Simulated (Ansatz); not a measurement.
Sheets of one type (M2XT2 MXene (hcp sites)-type), r²SCAN+D4 in the plane-wave PAW code Ansatz; HSE06 gaps on those cells.

| layer | a (Å) | thickness (Å) |
|---|---|---|
| Ti2F2N | 2.881 | 5.09 |
| Nb2NO2 | 2.975 | 5.05 |
| Hf2NO2 | 3.122 | 5.00 |
| Ti2NO2 | ___ | ___ |
| Ta2NO2 | 2.966 | 5.07 |
| Mo2NO2 | 2.848 | 5.17 |
| Y2NO2 | 3.479 | 4.85 |

Fill in the missing entries.


- Ti2NO2, a (Å): 2.894
- Ti2NO2, thickness (Å): 4.77

Spin orders computed, not proven ground states: Ti2F2N, M2XT2 MXene (hcp sites)-type layer ferromagnetic; Hf2NO2, M2XT2 MXene (hcp sites)-type layer ferromagnetic; Ti2NO2, M2XT2 MXene (hcp sites)-type layer ferromagnetic; Y2NO2, M2XT2 MXene (hcp sites)-type layer ferromagnetic. Began spin-polarised and lost the moments: Nb2NO2, M2XT2 MXene (hcp sites)-type layer; Ta2NO2, M2XT2 MXene (hcp sites)-type layer; Mo2NO2, M2XT2 MXene (hcp sites)-type layer. All cells were relaxed under the symmetry of their starts (and spin orders); stability against distortions was not tested throughout. No Hubbard U is applied. Scalar-relativistic: spin–orbit coupling is off unless named, which matters more the heavier the elements. Constructed layers (a layer type filled with these elements): Ti2F2N, M2XT2 MXene (hcp sites)-type layer; Nb2NO2, M2XT2 MXene (hcp sites)-type layer; Hf2NO2, M2XT2 MXene (hcp sites)-type layer; Ti2NO2, M2XT2 MXene (hcp sites)-type layer; Ta2NO2, M2XT2 MXene (hcp sites)-type layer; Mo2NO2, M2XT2 MXene (hcp sites)-type layer; Y2NO2, M2XT2 MXene (hcp sites)-type layer.

Potentials: the later of the program's two PAW sets.
